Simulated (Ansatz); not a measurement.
Be (hcp (Mg type), P6_3/mmc) under volume change, PBE+D3(BJ) in the plane-wave PAW code Ansatz, shape and atoms relaxed at each volume.

```csv
V (Å³/atom),E − E(relaxed) (meV/atom),P (GPa)
6.762,(withheld),(withheld)
6.985,(withheld),(withheld)
7.208,2.9,4.26
7.430,0.0,-0.01
7.653,2.7,-3.76
7.876,10.2,-7.05
8.099,22.1,-9.95
```

Q: Some entries are withheld; supply them.

A: 
- 6.762, E − E(relaxed) (meV/atom): 28.6
- 6.762, P (GPa): 14.68
- 6.985, E − E(relaxed) (meV/atom): 12.1
- 6.985, P (GPa): 9.12

Q: What does a third-order Birch–Murnaghan fit give for V₀, B₀ and B′?

A: V₀ = 7.43 Å³/atom, B₀ = 133 GPa, B′ = 3.3.

The cell was relaxed with PBE+D3(BJ) under the symmetry of its start. The pairwise dispersion correction was not fitted to metals.

Potentials: the later of the program's two PAW sets.
